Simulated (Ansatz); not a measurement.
Theory: DFT PBE, scalar-relativistic, plane waves, PAW in Ansatz. Cutoff 420 eV, Γ-centred meshes of about 0.25 Å⁻¹ or finer for metals and 0.3 Å⁻¹ for insulators (2π included), Gaussian smearing. No spin polarisation.

These are static total energies at zero pressure.

Compare these two cells of Bi₂TeO₄, each relaxed at this level.

A.

```xyz
7
Lattice="-2.1304 2.1304 6.2683 2.1304 -2.1304 6.2683 2.1304 2.1304 -6.2683" Properties=species:S:1:pos:R:3 pbc="T T T"
Bi    0.0000    0.0000    4.2327
Bi    0.0000    0.0000    8.3040
Te    0.0000    0.0000    0.0000
O     0.0000    2.1304    0.0000
O     2.1304    0.0000    0.0000
O     0.0000    2.1304    3.1342
O     2.1304    0.0000    3.1342
```

B.

```xyz
7
Lattice="1.9390 1.1195 8.5963 -1.9390 1.1195 8.5963 0.0000 -2.2390 8.5963" Properties=species:S:1:pos:R:3 pbc="T T T"
Bi    0.0000    0.0000    5.8700
Bi    0.0000    0.0000   19.9190
Te    0.0000    0.0000    0.0000
O     0.0000    0.0000    3.4902
O     0.0000    0.0000   22.2989
O     0.0000    0.0000    9.6355
O     0.0000    0.0000   16.1535
```

Question: Which is lower in energy, and by how much?

Answer: A is lower, by 112 meV/atom. A has space group I4/mmm (No. 139), 16.3 Å³/atom and no gap on its mesh; B has space group R-3m (No. 166), 16.0 Å³/atom and no gap. Counting O atoms around Bi and Te (those within 1.25 times the shortest such distance or 1.15 times the sum of covalent radii, 1.27 where that leaves under three; a plus sign parts nearer from farther groups; the shortest distance is added where it exceeds 1.18 times the sum of covalent radii), A has Bi 4+4, Te 4 and B has Bi 4+3, Te 6 from 2.5 Å. Both come from trial cells of a structure search, whose lowest cell (Fmm2, 18.1 Å³/atom) lies 59 meV/atom below the lower of the two.

No dispersion correction is applied, so the spacing and binding between layers, chains or molecules are poorly described (I4/mmm), and this can change margins and order among such cells. Spin–orbit coupling, which can matter for Bi and Te, is left out. The zero gap of I4/mmm may come from the functional, which often closes small gaps, or the cell may be a true semimetal. With atoms moved at random, A (by 59 meV/atom) fell into a lower structure. B had no clear such test and can be a saddle point. Some candidate types were left out of the draw beforehand, so a known form may be missing.
